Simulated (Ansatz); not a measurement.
Ru:
```yaml
crystal:
  lattice:
    - [-1.52659, 1.52659, 1.52659]
    - [1.52659, -1.52659, 1.52659]
    - [1.52659, 1.52659, -1.52659]
  atoms:
    - { symbol: Ru, position: [0.00000, 0.00000, 0.00000] }
```

Relaxed with PBE. Special points in fractions of this cell's reciprocal vectors: Γ (0.000, 0.000, 0.000); H (0.500, -0.500, 0.500); N (0.000, 0.000, 0.500); P (0.250, 0.250, 0.250).

Task: List the band energies nearest the Fermi level at these points for plane-wave PAW PBE (Ansatz code).

Result: In eV from the Fermi level; about four levels below and three above (degenerate sets whole), none deeper than 8.9 eV; … stands for higher levels left out; points with the same levels are listed once.

```
k                    below   above
-  -----------------------  ------
Γ  -7.87 -2.75 -2.75 -2.75       …
H              -6.10 -6.10       …
N        -6.03 -4.45 -0.12  0.34 …
P        -3.71 -3.71 -3.71       …
```

Space group Im-3m (bcc (W type)). The start of the workflow was typed in or built on a structure type; neither database checked (COD, Materials Project) lists it. It is not the phase usual at ambient conditions (space group No. 194). The cell was relaxed with PBE under the symmetry of its start; its stability against distortions is not shown here. No spin polarisation was allowed. Scalar-relativistic: spin–orbit coupling is off unless named, which matters more the heavier the elements.

Potentials: the earlier of the program's two PAW sets.
